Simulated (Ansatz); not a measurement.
AlN (wurtzite), frozen-phonon scan

AlN (wurtzite)

```xyz
8
Lattice="6.2606 0.0000 0.0000 -1.5651 2.7109 0.0000 0.0000 0.0000 5.0180" Properties=species:S:1:pos:R:3 pbc="T T T"
Al     1.5651     0.9036     0.0169
Al     4.6954     0.9036     0.0169
Al     0.0000     1.8073     2.5259
Al     3.1303     1.8073     2.5259
N      1.5651     0.9036     3.1203
N      4.6954     0.9036     3.1203
N      0.0000     1.8073     0.6113
N      3.1303     1.8073     0.6113
```

A phonon eigenvector at M = (0.5, 0.0, 0.0) is frozen into this cell: atom i moves by Q times the vector below, so Q is the largest atomic displacement, in Å. The cell is held. (q is in reciprocal vectors of the primitive cell; the cell shown is doubled to hold the pattern.)

```tsv
atom	x	y	z
Al1	-0.218	-0.126	-0.153
Al2	0.218	0.126	0.153
Al3	0.218	0.126	-0.153
Al4	-0.218	-0.126	0.153
N5	0.859	0.496	0.124
N6	-0.859	-0.496	-0.124
N7	-0.859	-0.496	0.124
N8	0.859	0.496	-0.124
```

Method: PBE (plane waves to 420 eV, PAW, scalar-relativistic; Ansatz, a quantum-chemistry and plane-wave program). k mesh 6×12×7 (Γ-centred), Fermi-Dirac smearing 0.05 eV. The energy includes the smearing's −TS. Compression counts positive. AlN was relaxed with its symmetry unable to fall. The zero of ΔE is the undisplaced structure.

| Q (Å) | ΔE (meV/cell) | −dE/dQ from forces (eV/Å) | P (GPa) |
|---|---|---|---|
| -0.180 | 2035 | 23.502 | 7.2 |
| -0.150 | 1397 | 19.127 | 4.9 |
| -0.120 | 885 | 15.008 | 3.1 |
| -0.090 | 494 | 11.087 | 1.7 |
| -0.060 | 218 | 7.312 | 0.8 |
| -0.030 | 54 | 3.632 | 0.2 |
| 0.000 | 0 | 0.000 | 0.0 |
| 0.030 | 54 | -3.632 | 0.2 |
| 0.060 | 218 | -7.312 | 0.8 |
| 0.090 | 494 | -11.087 | 1.7 |
| 0.120 | 885 | -15.008 | 3.1 |
| 0.150 | 1397 | -19.127 | 4.9 |
| 0.180 | 2035 | -23.502 | 7.2 |

What the scan shows:

| Property | Value |
|---|---|
| Energy at Q = 0.180 Å | 2035 meV/cell |
| Space group of the distorted cell | Pmn2_1 (No. 31), lowered from P6_3mc |
| Symmetry of the curve | even: the same for both signs |
| Shape of the curve | a single well with its minimum at or next to zero displacement |
| Harmonic wavenumber from the curvature (finite differences) | 709 cm⁻¹ |
| Wavenumber by perturbation theory (DFPT, on another k mesh) | 709 cm⁻¹ |

The 13 points together took about 4 core-minutes (a rough figure).

(For displaced atoms, the force is minus the slope of the energy, and its curvature is a force constant, which sets phonon frequencies.)
